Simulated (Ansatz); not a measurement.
input.yaml

```yaml
crystal:
  lattice:
    - [-3.4937899971, 3.4937899971, 2.9238236498]
    - [3.4937899971, -3.4937899971, 2.9238236498]
    - [3.4937899971, 3.4937899971, -2.9238236498]
  atoms:
    - { symbol: In, position: [0.155188315, 0.655188315, 0.81037663] }
    - { symbol: In, position: [0.655188315, 0.844811685, 0.5] }
    - { symbol: In, position: [0.844811685, 0.344811685, 0.1896233699] }
    - { symbol: In, position: [0.344811685, 0.155188315, 0.5] }
    - { symbol: Ag, position: [0.75, 0.75, 0.0] }
    - { symbol: Ag, position: [0.25, 0.25, 0.0] }
basis:
  ecutwfc: 500
kpoints:
  mp_grid: { grid: [8, 8, 8] }
hamiltonian:
  xc: r2scan
scf:
  occupations: { method: gaussian, width: 0.1 }
output:
  forces: true
  stress: true
  eigenvalues: true
relax:
  adjacent_minimum: "off"
  f_tol: 0.01
  max_steps: 30
  cell: { stress_tol: 0.1, fix: [volume] }
```

Launched with
```bash
ansatz run input.yaml --threads 1 --pin off --max-ram 2560MiB --backend cpu --events-out ev --progress --plain --runs-dir out
```

Theory: DFT r2SCAN, scalar-relativistic, plane waves, PAW (Ansatz 0.2.0).

Part of what the program printed, abridged:

```
Pseudopotentials: kind: paw
Pseudopotential: In, paw, valence charge 13, recommended cutoff 500 eV (meta_gga)
Pseudopotential: Ag, paw, valence charge 19, recommended cutoff 500 eV (meta_gga)
Functional definition: r2SCAN
Crystal: 6 atoms, lattice volume = 142.759 Å³
Basis set: ecut = 500 eV, 3663 PW (Γ), exchange–correlation on 180×180×180 points (64 copies of the dense FFT grid, shifted against one another)
Bands: 54, of which v1, the nominal top of the filled ones, is band 45 counted from 1 (44 counted from 0)
Symmetry: 16 space group operations
Space group: I4/mcm (ITA 140), of the structure as read, at distance tolerance 5.2e-5 Å
k-points: 59 of 512
Initial density: superposition of atomic densities (neutral atoms: chi_scale 0, normalization atom), corrected by the library's trained network
Initial wavefunctions: pseudopotential atomic-orbital guess
Functional: x = r2scan, c = r2scan; τ floored in thin density (d = 2e-4 eV/Å³)
SCF iter   1: F=—  HF=-37655.308167 eV  |F-HF|=—  |Δ(HF+E_count)|=         —  Δρ=8.12e-3  dr2=7.44e-2  dr2_τ=7.40e-3  ethr=1.77e-3  ⟨swp⟩=6.8  Hψ=11980  notcnv=0  defer=13
SCF iter   2: F=—  HF=-37655.317382 eV  |F-HF|=—  |Δ(HF+E_count)|=   9.21e-3  Δρ=3.91e-3  dr2=1.43e-2  dr2_τ=1.04e-3  ethr=8.27e-5  ⟨swp⟩=2.0  Hψ=4976  notcnv=0  defer=141
SCF iter   3: F=—  HF=-37655.316195 eV  |F-HF|=—  |Δ(HF+E_count)|=   1.19e-3  Δρ=1.01e-3  dr2=2.02e-3  dr2_τ=6.36e-5  ethr=1.59e-5  ⟨swp⟩=2.0  Hψ=5189  notcnv=0  defer=141
SCF iter   4: F=—  HF=-37655.316329 eV  |F-HF|=—  |Δ(HF+E_count)|=   1.34e-4  Δρ=4.26e-4  dr2=2.80e-4  dr2_τ=1.02e-5  ethr=2.25e-6  ⟨swp⟩=2.0  Hψ=4018  notcnv=0  defer=141
SCF iter   5: F=—  HF=-37655.316484 eV  |F-HF|=—  |Δ(HF+E_count)|=   1.55e-4  Δρ=1.53e-4  dr2=4.24e-5  dr2_τ=4.77e-7  ethr=3.11e-7  ⟨swp⟩=2.0  Hψ=4031  notcnv=0  defer=141
SCF iter   6: F=—  HF=-37655.316505 eV  |F-HF|=—  |Δ(HF+E_count)|=   2.16e-5  Δρ=3.71e-5  dr2=3.18e-6  dr2_τ=8.76e-8  ethr=4.71e-8  ⟨swp⟩=2.0  Hψ=5218  notcnv=0  defer=141
SCF iter   7: F=—  HF=-37655.316508 eV  |F-HF|=—  |Δ(HF+E_count)|=   2.46e-6  Δρ=1.23e-5  dr2=4.02e-7  dr2_τ=1.07e-8  ethr=3.53e-9  ⟨swp⟩=2.1  Hψ=5189  notcnv=0  defer=141
SCF iter   8: F=-37655.316508 eV  HF=-37655.316508 eV  |F-HF|=1.16e-8  |Δ(HF+E_count)|=   1.11e-7  Δρ=3.94e-6  dr2=3.80e-8  dr2_τ=2.92e-9  ethr=1.11e-10  ⟨swp⟩=10.2  Hψ=14436  notcnv=0
SCF 1 converged in 8 iterations: F = -37655.316508 eV  dr2 = 3.80e-8
relax step   1: F+E_penalty+E_count = -37655.31650797 eV  Δ(F+E_penalty+E_count) = +0.000e0 eV  max|allowed force component| = 1.541e-2 eV/Å  Δτ_max = 0.0000 Å  P = -3.005 GPa  Ω = 142.759 Å³  fix = [volume]  reactions: volume -3.005 GPa (8 SCF iters, dr2 threshold 1.00e-7 eV, accepted)
Initial density: handed on by an earlier stage of this run
Initial wavefunctions: those handed on with the density
SCF iter   1: F=—  HF=-37655.312928 eV  |F-HF|=—  |Δ(HF+E_count)|=         —  Δρ=4.21e-4  dr2=4.57e-4  dr2_τ=3.60e-3  ethr=4.93e-7  ⟨swp⟩=2.0  Hψ=14007  notcnv=0
SCF iter   2: F=—  HF=-37655.316989 eV  |F-HF|=—  |Δ(HF+E_count)|=   4.06e-3  Δρ=1.79e-4  dr2=2.62e-5  dr2_τ=4.04e-6  ethr=4.93e-7  ⟨swp⟩=2.5  Hψ=5450  notcnv=0
SCF iter   3: F=—  HF=-37655.316992 eV  |F-HF|=—  |Δ(HF+E_count)|=   3.27e-6  Δρ=1.21e-4  dr2=1.43e-5  dr2_τ=3.53e-7  ethr=2.91e-8  ⟨swp⟩=2.0  Hψ=4200  notcnv=0
SCF iter   4: F=—  HF=-37655.316981 eV  |F-HF|=—  |Δ(HF+E_count)|=   1.09e-5  Δρ=2.49e-5  dr2=9.92e-7  dr2_τ=2.35e-8  ethr=1.59e-8  ⟨swp⟩=2.1  Hψ=5380  notcnv=0
SCF iter   5: F=—  HF=-37655.316982 eV  |F-HF|=—  |Δ(HF+E_count)|=   6.49e-7  Δρ=1.01e-5  dr2=1.90e-7  dr2_τ=8.96e-9  ethr=1.10e-9  ⟨swp⟩=2.0  Hψ=5377  notcnv=0
SCF iter   6: F=—  HF=-37655.316982 eV  |F-HF|=—  |Δ(HF+E_count)|=   1.40e-7  Δρ=4.03e-6  dr2=2.75e-8  dr2_τ=8.53e-10  ethr=2.12e-10  ⟨swp⟩=2.0  Hψ=5378  notcnv=0
SCF iter   7: F=-37655.316982 eV  HF=-37655.316982 eV  |F-HF|=1.28e-9  |Δ(HF+E_count)|=   2.85e-8  Δρ=1.90e-6  dr2=6.78e-9  dr2_τ=5.36e-11  ethr=1.65e-11  ⟨swp⟩=5.2  Hψ=11538  notcnv=0
SCF 2 converged in 7 iterations: F = -37655.316982 eV  dr2 = 6.78e-9
relax step   2: F+E_penalty+E_count = -37655.31698197 eV  Δ(F+E_penalty+E_count) = -4.740e-4 eV  max|allowed force component| = 2.949e-3 eV/Å  Δτ_max = 0.0060 Å  P = -2.991 GPa  Ω = 142.759 Å³  energy of the carried Pulay correction = -2.321e-17 eV  fix = [volume]  reactions: volume -2.991 GPa (7 SCF iters, dr2 threshold 1.48e-8 eV, accepted)
Initial wavefunctions: pseudopotential atomic-orbital guess (no wavefunctions were taken with the density)
SCF iter   1: F=—  HF=-37655.317021 eV  |F-HF|=—  |Δ(HF+E_count)|=         —  Δρ=3.34e-6  dr2=8.09e-9  dr2_τ=1.57e-8  ethr=3.30e-8  ⟨swp⟩=3.2  Hψ=20541  notcnv=0
SCF iter   2: F=—  HF=-37655.316981 eV  |F-HF|=—  |Δ(HF+E_count)|=   3.92e-5  Δρ=1.90e-6  dr2=3.22e-9  dr2_τ=3.97e-10  ethr=8.99e-12  ⟨swp⟩=3.0  Hψ=6813  notcnv=0
SCF iter   3: F=—  HF=-37655.316981 eV  |F-HF|=—  |Δ(HF+E_count)|=   2.95e-9  Δρ=3.74e-7  dr2=2.49e-10  dr2_τ=2.51e-11  ethr=3.58e-12  ⟨swp⟩=2.0  Hψ=5383  notcnv=0
SCF iter   4: F=-37655.316981 eV  HF=-37655.316981 eV  |F-HF|=3.64e-11  |Δ(HF+E_count)|=  2.04e-10  Δρ=1.65e-7  dr2=3.53e-11  dr2_τ=2.60e-12  ethr=1.00e-12  ⟨swp⟩=6.2  Hψ=11493  notcnv=0
SCF 3 converged in 4 iterations: F = -37655.316981 eV  dr2 = 3.53e-11
SCF converged after 4 iterations
Free energy (F): -37655.316981 eV
Harris-Foulkes:  -37655.316981 eV  (|F-HF|=3.64e-11)
Internal energy: -37655.302390 eV  (E = F + TS)
E sigma→0 (E₀):  -37655.309686 eV
Entropy (-TS):   -0.014591 eV (-2.432 meV/atom)
Fermi energy:    11.525265 eV
--- Per-component energies (eV) ---
  E_band       = -798.836651
  E_kinetic    = 2018.163914
  E_local      = -10318.546369  (includes V_loc(G=0)·N_el)
  E_nonlocal   = 1628.305730
  E_hartree    = 4424.108360
  E_xc         = -1160.623727
  E_vxc        = -953.673255  (∫ρ·V_xc dr)
  E_paw        = -24572.424219  (= ΣΔE_a)
  E_vpaw       = -2089.861177  (= ΣTr[D̂ρ^β])
  E_aug_tail   = 0.000153  (compensation charges beyond the density's cutoff)
  E_vtau       = 68.557771  (kinetic-family band-sum trace: ∫τ·v_τ [+ j·A + Jᵃ·Aᵃ] dr)
  E_ewald      = -9677.129795
  E_core_change = 2.843562  (= ΣΔE_core)
  E_smearing   = -0.014591  (= −TS)
--- Forces (eV/Å), atoms counted from 1 ---
  atom   1  In     0.00293741     0.00293741     0.00000000
  atom   2  In    -0.00293741     0.00293741     0.00000000
  atom   3  In    -0.00293741    -0.00293741     0.00000000
  atom   4  In     0.00293741    -0.00293741     0.00000000
  atom   5  Ag     0.00000000     0.00000000     0.00000000
  atom   6  Ag     0.00000000     0.00000000     0.00000000
--- Stress (GPa, compression-positive) ---
       -3.023839       0.000000       0.000000
        0.000000      -3.023839       0.000000
        0.000000       0.000000      -2.925105
  P = ⅓ Tr σ = -2.9909 GPa (-29.909 kbar)
--- Band table (eV; the first three rows and the last of 59) ---
  k-point 0: bands = ["-83.6317", "-83.6268", "-46.2585", "-46.2417", "-46.2417", "-46.2350", "-46.2350", "-46.1828", "-3.7281", "-3.7281", "-3.7055", "-3.6859", "-3.6859", "-3.6632", "-3.6521", "-3.5928", "-3.5880", "-3.5880", "-3.5628", "-3.5628", "-3.5351", "-3.5275", "-3.4940", "-3.4940", "-3.4769", "-3.4564", "-3.4564", "-3.4559", "2.1141", "5.3656", "5.3656", "5.3767", "5.4670", "6.1598", "6.3159", "6.5358", "6.9534", "6.9534", "7.1591", "9.0294", "9.1005", "9.1005", "10.2229", "10.7000", "11.0145", "11.0145", "11.1299", "11.5951", "11.5951", "12.3682", "13.6136", "16.8773", "16.8844", "17.3475"]
  k-point 1: bands = ["-83.6317", "-83.6268", "-46.2585", "-46.2417", "-46.2417", "-46.2350", "-46.2350", "-46.1828", "-3.7471", "-3.7220", "-3.7114", "-3.6787", "-3.6784", "-3.6720", "-3.6403", "-3.5973", "-3.5914", "-3.5831", "-3.5700", "-3.5585", "-3.5468", "-3.5216", "-3.4949", "-3.4944", "-3.4696", "-3.4675", "-3.4517", "-3.4411", "2.2236", "5.3235", "5.3878", "5.4049", "5.4651", "6.1377", "6.3344", "6.5115", "6.9484", "6.9540", "7.1189", "8.0444", "9.0789", "9.1441", "10.2369", "10.5655", "10.6125", "11.0016", "11.7450", "12.0710", "12.2755", "12.9521", "13.9126", "15.6801", "15.6997", "18.6043"]
  k-point 2: bands = ["-83.6317", "-83.6268", "-46.2585", "-46.2417", "-46.2417", "-46.2350", "-46.2350", "-46.1828", "-3.7710", "-3.7133", "-3.7050", "-3.7042", "-3.6762", "-3.6642", "-3.6257", "-3.6039", "-3.5889", "-3.5818", "-3.5803", "-3.5617", "-3.5497", "-3.5121", "-3.5041", "-3.4977", "-3.4784", "-3.4505", "-3.4356", "-3.4293", "2.5509", "5.2069", "5.2914", "5.4821", "5.5093", "6.0855", "6.3821", "6.4436", "6.9327", "6.9357", "6.9555", "7.0406", "8.9865", "8.9872", "10.0526", "10.0934", "10.6694", "10.9778", "12.3949", "13.0927", "13.5577", "14.0624", "14.7433", "14.7469", "15.0146", "19.0942"]
  k-point 58: bands = ["-83.6317", "-83.6268", "-46.2586", "-46.2418", "-46.2418", "-46.2350", "-46.2350", "-46.1828", "-3.7777", "-3.7622", "-3.7519", "-3.6624", "-3.6442", "-3.6442", "-3.6293", "-3.6293", "-3.6081", "-3.6039", "-3.6039", "-3.5688", "-3.5548", "-3.5150", "-3.5003", "-3.4898", "-3.4264", "-3.4264", "-3.4106", "-3.4106", "4.6915", "5.2616", "5.4431", "5.4431", "5.7212", "5.7212", "6.2841", "6.2968", "6.3127", "6.5499", "6.6416", "6.7961", "6.9228", "6.9228", "7.3667", "9.1950", "13.3566", "13.7821", "14.9548", "14.9548", "15.0220", "15.0566", "15.0566", "16.7424", "18.1969", "18.1969"]
--- Relaxed structure (2 steps of the walk, 2 accepted, 1 SCFs on fresh bases) ---
  F+E_penalty+E_count = -37655.31698139 eV   max|allowed force component| = 2.937e-3 eV/Å   (the final SCF, on the basis selected at the relaxed cell)
  cell:  # Å, volume = 142.7594 Å³
    - [-3.49107296, 3.49107296, 2.92837651]
    - [3.49107296, -3.49107296, 2.92837651]
    - [3.49107296, 3.49107296, -2.92837651]
  atoms:
    - { symbol: In, position: [0.15579119, 0.65579119, 0.81158238] }
    - { symbol: In, position: [0.65579119, 0.84420880, 0.5] }
    - { symbol: In, position: [0.84420880, 0.34420880, 0.18841761] }
    - { symbol: In, position: [0.34420880, 0.15579119, 0.5] }
    - { symbol: Ag, position: [0.75, 0.75, 0.0] }
    - { symbol: Ag, position: [0.25000000, 0.25000000, 0.0] }
```

The relaxation met its thresholds.

It took 3.2 min on 1 thread of Arm Neoverse V1, on a shared host, peak memory 1 GiB.